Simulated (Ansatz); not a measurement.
## What DFT gives for GaCuSe$_{2}$

```xyz
8
Lattice="-2.7929 2.7929 5.4803 2.7929 -2.7929 5.4803 2.7929 2.7929 -5.4803" Properties=species:S:1:pos:R:3 pbc="T T T"
Cu    0.0000    0.0000    0.0000
Cu    0.0000    2.7929    2.7402
Ga    0.0000    0.0000    5.4803
Ga    2.7929    0.0000    2.7402
Se    1.3999    1.3964    1.3701
Se    1.3964    4.1859   -1.3701
Se    1.3930    1.3964    6.8504
Se    1.3964   -1.3930    4.1102
```

Level: PBE, with U_eff = 3.07 eV on Cu d, V = 0.46 eV between Cu d and Se p within 2.887 Å (all-electron-ortho-atomic projectors), no spin polarisation; 420 eV; 7×7×7 Γ-centred mesh; fermi-dirac occupations (width 0.1 eV); Ansatz 0.2.0, fixed geometry.

(1) Give the Bader charges.

(2) Which orbitals make up the band edges?

(3) What is the band gap?

(4) What does the stress say?

(5) Describe some of the short contacts.

(6) Which atom feels the largest force, and which way?

Origin: a database entry at a rescaled volume.

Results:

(1) Bader charges in e: Ga +0.99, Cu +0.32, Se -0.66. In the mean Ga gives up most and Se takes most.

(2) Within 0.7 eV of the edges, the states project mainly on Se p (65 %) and Cu d (29 %) below the gap and on Se p (30 %), Ga s (26 %) and Se s (20 %) above it.

(3) The gap is 0.65 eV, direct at the points sampled.

(4) The pressure is 4.5 GPa (compression positive), so with the atoms held at these fractions the cell would first expand.

(5) Ga–Se at 2.40 Å: least valence density 0.51 e/Å³ and ELF 0.53 there. Cu–Se at 2.41 Å: least valence density 0.45 e/Å³ and ELF 0.24 there. Both are smooth PAW fields, read partly inside the augmentation spheres.

(6) The largest is on Se8 (and as large on other atoms): 0.27 eV/Å, components (0.00, -0.27, 0.00). It makes 125° with the line to a nearest neighbour, Ga3 at 2.40 Å.
